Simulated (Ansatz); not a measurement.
## Data sheet: Sb (DFT)

Sb:
Space group Pm-3m (No. 221); a = 3.041 Å, b = 3.041 Å, c = 3.041 Å, α = 90.00°, β = 90.00°, γ = 90.00°

| atom | site | symmetry | x | y | z |
|---|---|---|---|---|---|
| Sb | 1a | m-3m | 0.0000 | 0.0000 | 0.0000 |

Space group Pm-3m (No. 221), simple cubic; conventional cell a = b = c = 3.0409 Å, α = β = γ = 90.00°.

Method: LDA in the plane-wave PAW code Ansatz. Structure relaxed to zero pressure with the same functional. Other levels are named where they apply.

### Cell and energy

```
Quantity              Value
---------------  ----------
Volume per atom    28.12 Å³
Density          7.19 g/cm³
```

### Electronic structure

```
Property                                                                    Result
------------------------------------  --------------------------------------------
Electronic character                                             metallic (no gap)
Density of states at the Fermi level  0.48 states/eV per atom (mean over ±0.08 eV)
```

### Mechanics

```
Quantity                                                                       Value
--------------------------------------------  --------------------------------------
Elastic constants (relaxed ions, GPa)              C11 = 153, C12 = 21.7, C44 = 12.2
Mechanical stability                          stable (all eigenvalues of C positive)
Hill bulk and shear moduli                                         65.3 and 25.8 GPa
Young's modulus                                                             68.3 GPa
Poisson's ratio                                                                 0.33
Debye temperature from the elastic constants                                   208 K
```

The first step of the workflow began from a Materials Project structure, measured or hypothetical; the Crystallography Open Database files this formula in space group No. 221, but the cells were not matched. It is not the phase usual at ambient conditions (space group No. 166). Symmetry was held in the LDA relaxation; its stability against distortions is not shown here. As this level gives no gap, shear constants depend on the k-mesh and smearing (Fermi–Dirac, 0.1 eV here). Scalar-relativistic: spin–orbit coupling is off unless named, which matters more the heavier the elements.

Potentials: the earlier of the program's two PAW sets.
